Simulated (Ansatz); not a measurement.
Level of theory: DFT, PBEsol, scalar-relativistic, no spin polarisation; plane waves to 420 eV with PAW datasets (Ansatz 0.2.0), 8×8×8 k-mesh, Gaussian smearing of 0.05 eV. The datasets are Ansatz's generated set soft_2.

A crystal of composition XZn, relaxed at this level of theory, gives this pattern between 10° and 80°.

Cu Kα1 powder pattern (kinematic, no thermal factors).
2θ (°) (relative intensity): 24.07 (11), 34.31 (100), 42.35 (3), 49.30 (18), 55.59 (5), 61.44 (36), 72.30 (11), 77.46 (2)

**Question.** Which lattice and cell does the pattern come from?

**Answer.** Cubic, space group Pm-3m (No. 221), a = 3.693 Å, b = 3.693 Å, c = 3.693 Å, α = 90.00°, β = 90.00°, γ = 90.00°. The line positions fix the lattice at most, not the space group, and lines under 1 % of the strongest aren't listed; this is the group of the computed cell.

A compound XZn has these computed properties.

- Band gap: zero (metallic)
- Density of states at the Fermi level: 1.0 states/(eV·atom)
- f electrons (orthogonalised atomic orbitals): X 0.18
- Formation energy from the elements (0 K, uncorrected): -0.27 eV/atom
- Bulk modulus (Birch–Murnaghan): 53 GPa
- Pressure derivative B0′: 4.3

Sites: X on 1a, Zn on 1b.

**Question.** Which element is X?
A. Cs
B. Ba
C. Pr
D. La

**Answer.** D. X is La, so the compound is LaZn.

The start was a prototype's sites filled with these elements; the Crystallography Open Database holds the compound in this structure.

These numbers lack spin–orbit coupling. The relaxed cell is 4 % smaller in volume than the cell of this structure in the Crystallography Open Database (26.37 Å³/atom, 1963).
